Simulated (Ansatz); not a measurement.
SnO$_{2}$:
```
SnO2
1.0
    4.76921     0.00000     0.00000
    0.00000     4.76921     0.00000
    0.00000     0.00000     3.21199
Sn O
2 4
Direct
  0.00000   0.00000   0.00000
  0.50000   0.50000   0.50000
  0.80629   0.80629   0.50000
  0.19371   0.19371   0.50000
  0.30629   0.69371   0.00000
  0.69371   0.30629   0.00000
```

PBEsol (plane waves, PAW; program Ansatz) gives a gap of 0.92 eV without spin–orbit coupling, maximum at Γ, minimum at Γ.

Question: What happens when spin–orbit coupling is switched on?

Answer: The gap rises by 0.01 eV, to 0.93 eV; maximum at Γ, minimum at Γ.

Question: Give the electron effective mass with spin–orbit coupling.

Answer: 0.17, 0.19, 0.19 mₑ (principal values).

Question: Give the hole effective mass with spin–orbit coupling.

Answer: 1.3, 1.3, 1.7 mₑ (principal values).

Space group P4_2/mnm (rutile). The cell was relaxed with PBEsol under the symmetry of its start.

Potentials: the later of the program's two PAW sets.
